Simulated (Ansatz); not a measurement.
TePt (CsCl type, Pm-3m) at seven volumes, r²SCAN in the plane-wave PAW code Ansatz, scaled uniformly. One row is withheld.

```
V (Å³/atom)  P (GPa)
-----------  -------
18.321         15.92
18.925          9.67
19.529             ?
20.133          0.00
20.737         -3.64
21.341         -6.60
21.945         -9.07
```

Fit the shown pressures and predict the withheld one.

P = (3/2)B₀(x^(7/2) − x^(5/2))[1 + (3/4)(B′ − 4)(x − 1)] with x = (V₀/V)^(2/3). Least squares on the six rows gives V₀ = 20.135 Å³/atom, B₀ = 132 GPa, B′ = 5.22. At V = 19.529, x = 1.0206 and P = 4.37 GPa. The run itself gave 4.43 GPa.

The start of the workflow was typed in or built on a structure type; neither database checked (COD, Materials Project) lists it. COD files the formula under space group No. 166, 194, so this cell is another polymorph or a model. Its standing as an ambient phase is unchecked. The r²SCAN relaxation kept the symmetry of its start; its stability against distortions is not shown here. No spin polarisation was allowed. Its formation energy is positive at this level, so the cell may be metastable or incomplete. Scalar-relativistic: spin–orbit coupling is off unless named, which matters more the heavier the elements.

Potentials: the earlier of the program's two PAW sets.
